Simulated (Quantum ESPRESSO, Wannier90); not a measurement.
## K2Pt (Fm-3m), plane waves to Wannier functions

```xyz
3
Lattice="0.0000 3.7815 3.7815 3.7815 0.0000 3.7815 3.7815 3.7815 0.0000" Properties=species:S:1:pos:R:3 pbc="T T T"
K     -1.8907    -1.8907    -1.8907
K      1.8907     1.8907     1.8907
Pt     0.0000     0.0000     0.0000
```

Structure: Materials Project mp-1062676, symmetrised, not relaxed again. Not found in the COD (Crystallography Open Database) copy used; not checked further. Method: PBEsol plane waves in Quantum ESPRESSO 7.5 (PseudoDojo norm-conserving files, 68 Ry, no spin polarisation, no spin-orbit coupling), Bloch states on a 6×6×6 mesh through Γ, Wannier90 4.0.1. Density: 10×10×10 mesh, cold smearing 0.01 Ry. Spin-orbit coupling is left out although heavy elements are present.

Band 13 is isolated and gives one Wannier function a cell (Pt3 6s 65 %, K2 4s 14 %, K1 4s 14 %; spread 4.47 Å²). Its on-site energy is ε = -1.129 eV relative to the valence-band maximum, and its hoppings t(R) = t(−R) to the nearer images are (images within this range that aren't listed have |t| under 5 meV):

| R (lattice vectors; −R alike) | distance (Å) | t (eV) |
|---|---|---|
| 0 0 1 | 5.35 | -0.110 |
| 0 1 -1 | 5.35 | -0.110 |
| 0 1 0 | 5.35 | -0.110 |
| 1 -1 0 | 5.35 | -0.110 |
| 1 0 -1 | 5.35 | -0.110 |
| 1 0 0 | 5.35 | -0.110 |
| 1 -1 -1 | 7.56 | 0.005 |
| 1 -1 1 | 7.56 | 0.005 |
| 1 1 -1 | 7.56 | 0.005 |
| 0 1 -2 | 9.26 | 0.006 |
| 0 1 1 | 9.26 | 0.006 |
| 0 2 -1 | 9.26 | 0.006 |
| 1 -2 0 | 9.26 | 0.006 |
| 1 -2 1 | 9.26 | 0.006 |
| 1 0 -2 | 9.26 | 0.006 |
| 1 0 1 | 9.26 | 0.006 |
| 1 1 -2 | 9.26 | 0.006 |
| 1 1 0 | 9.26 | 0.006 |
| 2 -1 -1 | 9.26 | 0.006 |
| 2 -1 0 | 9.26 | 0.006 |
| 2 0 -1 | 9.26 | 0.006 |

Task: Work out the band energy at Γ, X, U, K from these numbers.

Result: For one orbital E(k) = ε + Σ_R 2 t(R) cos(2π k·R), the sum over the listed R.
- Γ, k = (0.000, 0.000, 0.000): E = -1.129 + (-0.110)·(12.00) + (0.005)·(6.00) + (0.006)·(24.00) = -2.27 eV; pw.x: -2.28 eV
- X, k = (0.500, 0.000, 0.500): E = -1.129 + (-0.110)·(-4.00) + (0.005)·(6.00) + (0.006)·(-8.00) = -0.71 eV; pw.x: -0.64 eV
- U, k = (0.625, 0.250, 0.625): E = -1.129 + (-0.110)·(-3.66) + (0.005)·(2.00) + (0.006)·(4.00) = -0.69 eV; pw.x: -0.69 eV
- K, k = (0.375, 0.375, 0.750): E = -1.129 + (-0.110)·(-3.66) + (0.005)·(2.00) + (0.006)·(4.00) = -0.69 eV; pw.x: -0.69 eV

At these points the listed shells miss the plane-wave band by up to 0.07 eV, of a width of 1.64 eV on the path. With all its hoppings the model misses the band by 1.5 meV at worst on the whole path, so most of the miss comes from the hoppings not listed.
